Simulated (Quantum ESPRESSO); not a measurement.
# Planted mistakes on one cell of AlHf3O7F

Calculated results; nothing here was measured. They come from pw.x of Quantum ESPRESSO 7.5, a plane-wave density functional program, with PseudoDojo standard norm-conserving files (v0.5 for PBE, v0.4.1 for LDA and PBEsol). The cells are made up: elements, strain and atom displacements were drawn at random, and nothing was relaxed. There is no spin polarisation, spin-orbit coupling or dispersion term.

The hafnium file is less sure than the others, with forces about 3 percent (worst 6) and pressure in oxides about 1.5 GPa (worst 2.7) from a second method in checks, which no rerun with the same files tests.

The cell has 12 sites of a rutile lattice (two cells along c). Sites 1 to 4 hold Al Hf Hf Hf; sites 5 to 12 hold O O O O O F O O. Cell vectors in Å: (4.928, -0.062, 0.011); (-0.062, 4.865, -0.026); (0.015, -0.034, 6.383). Settings: PBE, cutoff 1143 eV, 5 x 5 x 4 k mesh shifted by half a step, Fermi-Dirac smearing of 0.025 eV.

The intended run has a self-consistency threshold of 1e-07 eV, a smearing term of 0.000 eV, a pressure of -8.13 GPa and 14 iterations. Each further run changes one thing: atoms of sites 9 and 10 exchanged; cutoff 615 eV; one electron added; smearing 0.67 eV; threshold 0.5 eV. A coarse mesh keeps the shift, and a charged cell sits in a uniform background.

| run | change of free energy (eV) | smearing term -TS (eV) | change of P (GPa) | largest change of a force component (eV/Å) | iterations |
| --- | --- | --- | --- | --- | --- |
| A | 10.795 | 0.000 | -45.45 | 0.068 | 13 |
| B | 0.205 | 0.000 | 3.19 | 0.548 | 5 |
| C | 11.731 | -0.006 | 17.14 | 1.000 | 16 |
| D | -0.345 | -1.678 | 1.40 | 0.440 | 14 |
| E | 0.074 | 0.000 | -0.04 | 4.290 | 14 |

A rerun of the intended cell at 1437 eV and k mesh 7 x 7 x 6 moved values by no more than 0.004 eV in the cell's energy, 0.03 GPa in stress and 0.002 eV/Å in force.

Question: which change belongs to which run?

## Worked reading

Run B has the fewest iterations, as a run stopped early does. Run D has the largest smearing term, as wide smearing gives. Run A has a higher energy and the largest fall in pressure, as too small a basis gives. Energies from files of another functional, or of a charged cell, have another zero and say nothing on stability; the pressure of a charged cell rests on the program's zero of potential too.

## Key

```
run,change
A,cutoff 615 eV
B,threshold 0.5 eV
C,one electron added
D,smearing 0.67 eV
E,atoms of sites 9 and 10 exchanged
```